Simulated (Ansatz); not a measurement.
**Na$_{2}$OsCl$_{5}$: reading a single point**

```xyz
16
Lattice="7.5011 0.0000 0.0000 0.0308 6.6947 0.0000 -0.0871 -0.0308 8.1754" Properties=species:S:1:pos:R:3 pbc="T T T"
Na    3.7007    0.0095    1.4839
Na    0.1685    3.2131    3.7697
Na    4.1738    0.2122    5.6906
Na    6.7775    3.5329    7.5668
Os    2.6270    3.8385    7.3637
Os    0.6865    0.3131    6.6852
Cl    3.8407    3.2718    3.6563
Cl    0.0355    6.5448    1.3517
Cl    1.0939    4.8505    5.8730
Cl    6.5285    1.5792    5.7023
Cl    5.1913    5.0946    3.6052
Cl    2.4601    1.3378    3.6672
Cl    1.3440    4.5462    1.3602
Cl    6.2062    1.6942    1.5137
Cl    2.5206    1.5112    7.5578
Cl    4.5747    5.0320    7.6656
```

Method: r2SCAN, no spin polarisation; PAW, plane waves to 500 eV, 3×3×3 (shifted by 0.5, 0.5, 0 steps) mesh, fermi-dirac occupations (width 0.1087 eV) (Ansatz 0.2.0), atoms fixed.

- Formation energy: -0.46 eV an atom against the elements' usual phases (free molecules for gases, crystals otherwise, with no correction for O₂ or N₂), so it is bound against them; other compounds may still compete. Relaxing would lower it.
- Forces: The largest is on Cl13: 1.84 eV/Å, components (1.11, -1.02, -1.07). It makes 142° with the line to a nearest neighbour, Cl8 at 2.39 Å, pointing away from it.
- Stress: The pressure is -0.8 GPa (compression positive), so with the atoms held at these fractions the cell would first shrink; the forces are large, so a full relaxation may end otherwise. The principal stresses -2.1, -0.6, 0.4 GPa differ, so its shape would change too.
- Contacts: Cl–Cl at 2.26 Å: least valence density 0.63 e/Å³ and ELF 0.47 there. Os–Cl at 2.30 Å: least valence density 0.69 e/Å³ and ELF 0.31 there. Na–Cl at 2.67 Å: least valence density 0.11 e/Å³ and ELF 0.02 there. These are pseudo-fields; inside the PAW spheres they differ from the all-electron ones.
- Electronic structure: It is a metal, with about 11 states/eV a cell as the mean within 0.25 eV of the Fermi level, mostly Os d (62 %) and Cl p (27 %).

Origin: a known structure type with other elements, at an estimated volume, so it need not be a known compound. Caveats: many states at the Fermi level without spin polarisation, so a magnetic state may lie lower; the Fermi level lies in a narrow band between gaps, which spin or distortion may split; correlation that this level lacks may open a gap in such a compound; the k mesh is coarse if the cell is a metal; atoms or cell far from equilibrium.
